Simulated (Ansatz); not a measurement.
Zr5Sb3S:
```
CELL_PARAMETERS angstrom
      8.45595     0.00000     0.00000
     -4.22798     7.32307     0.00000
      0.00000     0.00000     6.09643
ATOMIC_POSITIONS crystal
  Zr 0.33333 0.66667 0.50000
  Zr 0.66667 0.33333 0.50000
  Zr 0.66667 0.33333 0.00000
  Zr 0.33333 0.66667 0.00000
  Zr 0.74985 0.00000 0.25000
  Zr 0.25015 0.00000 0.75000
  Zr 0.74985 0.74985 0.75000
  Zr 0.25015 0.25015 0.25000
  Zr 0.00000 0.74985 0.25000
  Zr 0.00000 0.25015 0.75000
  Sb 0.39827 0.00000 0.25000
  Sb 0.60173 0.00000 0.75000
  Sb 0.39827 0.39827 0.75000
  Sb 0.60173 0.60173 0.25000
  Sb 0.00000 0.39827 0.25000
  Sb 0.00000 0.60173 0.75000
  S  0.00000 0.00000 0.50000
  S  0.00000 0.00000 0.00000
```

Relaxed with r²SCAN. Special points in fractions of this cell's reciprocal vectors: Γ (0.000, 0.000, 0.000); M (0.500, 0.000, 0.000); K (0.333, 0.333, 0.000); A (0.000, 0.000, 0.500); L (0.500, 0.000, 0.500); H (0.333, 0.333, 0.500).

Task: List the band energies nearest the Fermi level at these points for r²SCAN (plane waves, PAW; program Ansatz).

Result: In eV from the Fermi level; about four levels below and three above (degenerate sets whole), none deeper than 8.9 eV; points with the same levels are listed once.

```
k                                below                          above
-  -----------------------------------  -----------------------------
Γ              -1.12 -0.18 -0.18 -0.03                 0.22 1.09 1.09
M              -0.73 -0.45 -0.19 -0.14                 0.20 0.62 0.87
K        -0.52 -0.52 -0.49 -0.49 -0.41                 1.09 1.22 1.22
A  -1.38 -1.38 -1.38 -1.38 -0.40 -0.40            0.07 0.07 0.07 0.07
L              -0.66 -0.66 -0.10 -0.10            0.08 0.08 0.37 0.37
H  -1.29 -1.29 -1.29 -1.29 -0.86 -0.86  0.08 0.08 0.37 0.37 0.37 0.37
```

Space group P6_3/mcm. The workflow started from a Materials Project entry (that database holds measured and hypothetical structures alike); the Crystallography Open Database copy checked does not list it. Its standing as an ambient phase is unchecked. Symmetry was held in the r²SCAN relaxation; its stability against distortions is not shown here. No spin polarisation was allowed. Spin–orbit coupling is left out wherever it is not named.

Potentials: the later of the program's two PAW sets.
